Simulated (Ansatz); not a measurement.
TiBr$_{3}$ in space group R-3 (No. 148; Br on 18f, Ti on 6c), r²SCAN+D4 (plane waves, PAW; program Ansatz), all energies at zero smearing, with the estimated change up to a 700 eV cutoff added, with one set of potentials and settings (totals compare only within such a set). Cell of 8 atoms (6 Br, 2 Ti): -21777.495 eV.

```csv
element,reference phase,E (eV/atom)
Br,"Cmce, 4 atoms in the cell",-2792.9529
Ti,"P6/mmm, 3 atoms in the cell",-2504.4584
```

Formation energy per atom, worked out: (-21777.495 − 6×(-2792.9529) − 2×(-2504.4584))/8 = -1.358 eV/atom (-131 kJ per mol of atoms), at 0 K, without zero-point energy or fitted corrections.

The workflow started from an entry of the Crystallography Open Database (COD), which files this formula under 2 space groups. Whether it is the stable phase at ambient conditions was not checked. The r²SCAN+D4 relaxation kept the symmetry of its start; its stability against distortions is not shown here. No spin polarisation was allowed. The references are the lowest solids computed at this level, not always the standard phases.

Potentials: the later of the program's two PAW sets.
